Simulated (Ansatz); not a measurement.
## Hf: energy along a strain

Hf, Fm-3m, a = 4.440 Å (as given, not relaxed at this level: 2.7 GPa). This isn't the element's structure at ambient conditions. Ansatz: r2SCAN, PAW, 500 eV, Γ-centred 18×18×18 mesh on 1 atom, Gaussian smearing 0.15 eV; no spin polarisation. Cell vectors (Å): 0.000 2.220 2.220; 2.220 0.000 2.220; 2.220 2.220 0.000. The cell is strained by x per cent times the pattern (1 0 0 0 0 0) in the order xx yy zz yz xz xy (engineering shears), with fractional coordinates held. y is the free energy over the start, V0 = 21.882 Å³/atom.

```
x (%) y (meV/atom)
-2.00         11.60
-1.50          7.91
-1.00          4.75
-0.50          2.12
 0.00          0.00
 0.50         -1.61
 1.00             ?
 1.50         -3.31
 1.75         -3.43
 2.00         -3.43
```

**Question.** Fit y = c1 x + c2 x² + c3 x³ to the other rows, get the stiffness along the pattern, and predict the missing energy.

**Answer.** Least squares on the rows shown. y = −3.721 x + 1.022 x² − 0.009113 x³. The clamped-ion stiffness p·C·p = 2 × 10.22 eV × 160.2 / 21.882 Å³ = 150 GPa, which is C11 in these axes (second derivative at the start, which stands under stress). At x = 1.00 the fit asked for gives -2.71 meV/atom. The run gave -2.71 meV/atom, the same to the digits shown.

Spin–orbit coupling is left out, which can shift energies with elements as heavy as these.